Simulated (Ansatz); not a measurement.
Mo₃Ir (A15 (Cr3Si type), Pm-3n) at seven volumes, plane-wave PAW PBEsol (Ansatz code), scaled uniformly. One row is withheld.

| V (Å³/atom) | P (GPa) |
|---|---|
| 13.715 | 35.24 |
| 14.168 | 21.53 |
| 14.620 | ? |
| 15.072 | 0.00 |
| 15.524 | -8.40 |
| 15.976 | -15.52 |
| 16.428 | -21.56 |

### Question
Fit the shown pressures and predict the withheld one.

### Answer
P = (3/2)B₀(x^(7/2) − x^(5/2))[1 + (3/4)(B′ − 4)(x − 1)] with x = (V₀/V)^(2/3). Least squares on the six rows gives V₀ = 15.072 Å³/atom, B₀ = 303 GPa, B′ = 4.43. At V = 14.620, x = 1.0205 and P = 9.87 GPa. The run itself gave 9.89 GPa.

The workflow started from a Materials Project entry (that database holds measured and hypothetical structures alike); the Crystallography Open Database copy checked does not list it. Its standing as an ambient phase is unchecked. The PBEsol relaxation kept the symmetry of its start; of distortions, only those at the zone centre were tested. No spin polarisation was allowed. Scalar-relativistic: spin–orbit coupling is off unless named, which matters more the heavier the elements.

Potentials: the later of the program's two PAW sets.
